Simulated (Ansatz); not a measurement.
Starting cell, Ca$_{3}$PbO (anti-perovskite):

```xyz
10
Lattice="9.4563 0.0000 0.0000 0.0000 4.7281 0.0000 0.0000 0.0000 4.7281" Properties=species:S:1:pos:R:3 pbc="T T T"
Ca     2.3641     0.0000     2.3641
Ca     7.0922     0.0000     2.3641
Ca     0.0000     2.3641     2.3641
Ca     4.7281     2.3641     2.3641
Ca     2.3641     2.3641     0.0000
Ca     7.0922     2.3641     0.0000
Pb     0.0000     0.0000     0.0000
Pb     4.7281     0.0000     0.0000
O      2.3641     2.3641     2.3641
O      7.0922     2.3641     2.3641
```

The atoms are displaced by Q × the pattern below (from a DFPT mode at X = (0.5, 0.0, 0.0), largest move 1; Q in Å), at fixed cell. It is one choice among 2 degenerate patterns. (q is in reciprocal vectors of the primitive cell; the cell shown is doubled to hold the pattern.)

| atom | x | y | z |
|---|---|---|---|
| Ca1 | 0.000 | 0.000 | 1.000 |
| Ca2 | 0.000 | 0.000 | -1.000 |
| Ca5 | 0.000 | 0.000 | 0.590 |
| Ca6 | 0.000 | 0.000 | -0.590 |
| O9 | 0.000 | 0.000 | 0.449 |
| O10 | 0.000 | 0.000 | -0.449 |

Atoms not listed stay in place.

The numbers are results of LDA (plane waves to 420 eV, PAW, scalar-relativistic; Ansatz, a quantum-chemistry and plane-wave program), not measurements. k mesh 5×10×10 (Γ-centred), Fermi-Dirac smearing 0.05 eV. E stands for the smeared free energy. With partly filled bands, energies and forces of such displacements shift with the k mesh and the smearing. At this level the bands of Ca3PbO touch or barely overlap. Ca3PbO was relaxed with its symmetry unable to fall. Spin-orbit coupling is left out, though Pb is heavy. The zero of ΔE is the undisplaced structure.

| Q (Å) | ΔE (eV/cell) |
|---|---|
| -0.100 | 0.0292 |
| -0.067 | 0.0130 |
| -0.033 | 0.0032 |
| 0.000 | 0.0000 |
| 0.033 | 0.0032 |
| 0.067 | 0.0130 |
| 0.100 | 0.0292 |

Question: Which DFPT wavenumber at X = (0.5, 0.0, 0.0) belongs to this mode?
A) 306 cm⁻¹
B) 235 cm⁻¹
C) 118 cm⁻¹
D) 69 cm⁻¹

Answer: C, 118 cm⁻¹. The curvature of the scan gives 118 cm⁻¹

(For displaced atoms, the force is minus the slope of the energy, and its curvature is a force constant, which sets phonon frequencies.)
